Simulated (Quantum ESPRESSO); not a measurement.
Ga3MgO5F, a curve over one atom's position

Computed values, not a measurement. The program is pw.x of Quantum ESPRESSO 7.5 (plane-wave density functional theory). The cell is made up: 10 atoms on a corundum lattice, with randomly drawn elements, strain and displacements, not relaxed. PseudoDojo standard norm-conserving files (v0.5 for PBE, v0.4.1 for LDA and PBEsol) set the functional; there is no spin polarisation, spin-orbit coupling or dispersion term, and the masses in the input are unused placeholders.

Seven runs move atom 3 (Ga, counted in the order of the input) along x and keep all else fixed.

Input of the run at +0.0057:

```
&control calculation='scf', pseudo_dir='./dojo.nc.sr.pbe.v0_5.standard.upf', outdir='./o', disk_io='low', tprnfor=.true., tstress=.true. /
&system ibrav=0, nat=10, ntyp=4, nbnd=49, ecutwfc=84.00895049, nosym=.true., tot_charge=0,
 occupations='smearing', smearing='fd', degauss=0.0018374661
/
&electrons conv_thr=7.350e-09, electron_maxstep=60, /
ATOMIC_SPECIES
F 1.0 F.upf
Ga 1.0 Ga.upf
Mg 1.0 Mg.upf
O 1.0 O.upf
CELL_PARAMETERS angstrom
2.6375 1.4584 4.6802
-2.5832 1.4252 4.6606
-0.0016 -2.9757 4.7
ATOMIC_POSITIONS angstrom
Ga 0.1189 0.0111 4.979
Ga 0.0964 0.0175 2.1628
Ga 0.0102 -0.0101 9.0969
Mg 0.0267 -0.0775 12.173
O -0.9012 1.3346 8.196
O -0.8456 -1.7283 8.2677
O 2.0452 0.0728 8.3551
F 1.167 -1.6367 5.8338
O 0.8467 1.6479 5.806
O -1.748 -0.1624 5.7758
K_POINTS automatic
5 5 5 1 1 1
```

| shift of atom 3 along x (Å) | free energy less that of the input shown (eV) | Fx on atom 3 (eV/Å) | Fy on atom 3 (eV/Å) | Fz on atom 3 (eV/Å) | pressure (GPa) | next band up at Gamma (eV) | iterations |
| --- | --- | --- | --- | --- | --- | --- | --- |
| -0.1326 | 0.5404 | 4.655 | -1.646 | -0.857 | -2.75 | 1.346 | 13 |
| -0.1154 | 0.4619 | 4.471 | -1.542 | -0.844 | -3.01 | 1.369 | 13 |
| -0.0588 | 0.2261 | 3.859 | -1.221 | -0.827 | -3.77 | 1.442 | 13 |
| +0.0057 | 0.0000 | 3.149 | -0.904 | -0.840 | -4.44 | 1.515 | 13 |
| +0.0705 | -0.1804 | 2.413 | -0.639 | -0.865 | -4.89 | 1.574 | 13 |
| +0.1079 | -0.2625 | 1.972 | -0.511 | -0.877 | -5.04 | 1.601 | 13 |
| +0.1420 | -0.3226 | 1.555 | -0.410 | -0.882 | -5.11 | 1.620 | 13 |

A cubic fit gives dFx/dx = -11.11 eV/Å² at zero shift. Across the table the free energy follows the integral of the force to within 0.1 meV. A rerun of one of the cells at a cutoff of 1437 eV and k mesh 7 x 7 x 7 moved values by no more than 0.004 eV in energy, 0.04 GPa in stress and 0.002 eV/Å in force. The band column is the level of band 44 at Gamma less that of band 43, whose number is half the electron count, rounded up; it comes from a band step after each run.